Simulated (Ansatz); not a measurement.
**NMR crystallography of InAs with an As vacancy: given against relaxed positions**

Start: a supercell of InAs (zinc blende type, F-43m) built from an entry of the Crystallography Open Database (COD) (the entry's cell lengths or inner coordinates differ somewhat from later room-temperature determinations), with all atoms left at the host's positions.

Space group F-43m (No. 216); a = 18.1080 Å.

```csv
site,Wyckoff,site symmetry,x,y,z
In1,16e,.3m,0.4167,0.0833,0.4167
In3,24g,2.mm,0.7500,0.0833,0.7500
In5,48h,..m,0.7500,0.9167,0.5833
In14,4d,-43m,0.7500,0.7500,0.7500
In18,16e,.3m,0.0833,0.5833,0.9167
As28,48h,..m,0.6667,0.0000,0.6667
As31,16e,.3m,0.8333,0.8333,0.6667
As35,16e,.3m,0.1667,0.6667,0.8333
As41,24f,2.mm,0.0000,0.6667,0.0000
```

One atom of each set is listed; the run and its k-mesh use a cell of 53 atoms with edges of 12.80, 12.80, 12.80 Å.

Level of theory: DFT, PBE, plane waves and PAW, scalar-relativistic, 420 eV cutoff, Γ-centred 2×2×2 k-points, Fermi–Dirac smearing 0.01 eV, cell charge +3 (Ansatz 0.2.0).

The largest force at the start is 0.29 eV/Å. Relaxing the ions at fixed cell moves them by 0.460 Å at most (atom 2, In) and 0.136 Å rms.

| site | moved (Å) | first shell before | first shell after | V_zz before (10²¹ V/m²) | η before |
| --- | --- | --- | --- | --- | --- |
| In1 | 0.460 | 3 As at 2.61 Å | 3 As at 2.57 Å | 23.7 | 0.00 |
| In3 | 0.006 | 4 As at 2.61 Å | 4 As at 2.61–2.64 Å | -1.92 | 0.92 |
| In5 | 0.064 | 4 As at 2.61 Å | 4 As at 2.58–2.61 Å | -0.33 | 0.30 |
| In18 | 0.014 | 4 As at 2.61 Å | 4 As at 2.60 Å | 0.015 | 0.00 |
| As28 | 0.077 | 4 In at 2.61 Å | 4 In at 2.57–2.64 Å | 6.11 | 0.03 |
| As31 | 0.015 | 4 In at 2.61 Å | 4 In at 2.60 Å | 0.038 | 0.00 |
| As35 | 0.005 | 4 In at 2.61 Å | 4 In at 2.60–2.61 Å | -0.20 | 0.00 |
| As41 | 0.033 | 4 In at 2.61 Å | 4 In at 2.58–2.60 Å | -0.21 | 0.32 |

(1) What are V_zz and η after the relaxation?

Answers

(1) 

```tsv
site	V_zz after	η after	change of V_zz
In1	37.0	0.00	+13.23
In3	2.70	0.34	–
In5	-3.31	0.75	-2.98
In18	-0.61	0.00	-0.63
As28	4.77	0.74	-1.34
As31	-0.39	0.00	-0.43
As35	-0.49	0.00	-0.29
As41	1.17	0.33	–
```

The largest change of V_zz along a kept axis is on In1, from 23.7 to 37.0. Small gradients that grow severalfold: In5 (-0.33 to -3.31), As41 (-0.21 to 1.17). In per cent, |V_zz| changes by +56 on In, -22 on As (all sites that start above 2). Where |V_zz| stays above 0.1 and the axes keep their order, η moves most on In5, from 0.30 to 0.75. On As28 V_xx and V_yy change places (or their axes turn by over 50°), so the two values of η hide a larger change. V_zz changes sign on As31 (same axis). On In3, As41 the largest principal value lies along another axis in the second run, so the two V_zz can't be compared directly. Sites without a gradient aren't listed.

The run isn't spin-polarised, and a state with spin may lie lower. The defect repeats with the cell of 53 atoms, so it feels its images: sites between two images don't show the values beside a lone defect, and zeros or small values of η there can come from the images' arrangement. A uniform background compensates the cell's charge. The defect cell has no gap above 0.1 eV on its mesh, so the values can hang on the smearing and the k-mesh. Without spin–orbit coupling (the program notes it for In) the gradients can shift by some per cent, and by up to a factor of two as the program warns, since there is no gap.
Before: The neighbours have not yet relaxed around the defect (largest force 0.29 eV/Å), so a real crystal will differ.
After: The relaxation keeps the symmetry of the vacancy's site, so distortions that break it, Jahn–Teller ones too, aren't explored. The cell keeps the host's lattice, and with the defect in it the PBE pressure is 5 GPa (in a charged cell this depends on the convention for the mean potential).
